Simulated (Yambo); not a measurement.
Material: RbCl (CsCl type, space group Pm-3m, No. 221); a = 3.8861 Å, b = 3.8861 Å, c = 3.8861 Å, α = 90.00°, β = 90.00°, γ = 90.00° (2 atoms in the cell). Cell and atoms were relaxed with PBEsol from Materials Project entry mp-23299, within its symmetry.

With PBEsol (Quantum ESPRESSO, PseudoDojo norm-conserving, 58 Ry, without SOC), the gap between the mesh's edge points (M → Γ) is 4.941 eV.

**Question.** By how much does one-shot G0W0 (Yambo; 4×4×4 Γ-centred k mesh, 134 bands and a 10 Ry block in the screening, 134 bands in G with the Bruneval-Gonze terminator, plasmon pole fitted at 27.2 eV) open this gap, and what gap results?

**Answer.** The correction is 2.914 eV, giving 7.856 eV, 1.6 times the PBEsol value.  Nearest settings tried, and what they do to the gap: 81 bands in W, 81 bands in G: -42 meV; 4 Ry block (81 vectors against 251): -220 meV. Not varied: mesh. So the settings aren't converged at that level. 

This is not the ordinary phase of the substance.
